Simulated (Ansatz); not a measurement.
A crystal relaxed with r2SCAN in the PAW code Ansatz has space group Pm (No. 6) and a = 6.992 Å, b = 4.246 Å, c = 7.347 Å, β = 90.0°.

| atom | site | x | y | z |
| --- | --- | --- | --- | --- |
| As | 1a | 0.9983 | 0.0000 | 0.3319 |
| Sb | 1b | 0.0027 | 0.5000 | 0.8334 |
| Sb | 1b | 0.4984 | 0.5000 | 0.1731 |
| Sb | 1a | 0.5030 | 0.0000 | 0.6620 |
| Xx | 1a | 0.3537 | 0.0000 | 0.3339 |
| Xx | 1b | 0.3806 | 0.5000 | 0.8347 |
| Xx | 1b | 0.8810 | 0.5000 | 0.1799 |
| Xx | 1a | 0.8822 | 0.0000 | 0.6512 |

r2SCAN gives an indirect gap of 0.04 eV, from B–Γ (0.80 of the way from B) to Γ; the least direct gap is 0.07 eV at Γ. (This is within a few times the smearing of 0.02 eV, so the filling near the edges can be smeared.) With HSE06 the gap is 0.22 eV and direct, at Γ. Meshes: r2SCAN 4×6×4, HSE06 2×4×2.

**Question.** Which element is Xx?
A. Ga
B. Tl
C. Al
D. B

**Answer.** A. Xx is Ga: an ordered 8-atom cell of Ga₄Sb₃As on the wurtzite lattice (Pm). Around As lie 4 Ga at 2.48–2.54 Å; around Sb lie 4 Ga at 2.64–2.68 Å; around Sb lie 4 Ga at 2.62–2.68 Å; around Sb lie 4 Ga at 2.62–2.65 Å; around Ga lie 1 As at 2.48 Å and 3 Sb at 2.63 Å; around Ga lie 4 Sb at 2.62–2.64 Å; around Ga lie 2 As at 2.54 Å and 2 Sb at 2.68 Å; around Ga lie 1 As at 2.48 Å and 3 Sb at 2.65 Å.

The cell comes from a prototype generator: it can be a known phase or a hypothetical one. Spin polarisation is off.

Spin-orbit coupling is left out, which matters wherever the heavy atoms make up the band edges.

Where an edge lies off the special points, it is a point of the mesh or the k point where a search put PBE's edge or least direct gap, reused for the other functionals, whose own edges may lie a little apart.

Gaps or overlaps of about a tenth of an eV are at the limit of these meshes: between the points read a gap can be smaller or closed.

The meshes of the hybrids are coarse, so their gaps aren't converged to the digits shown.
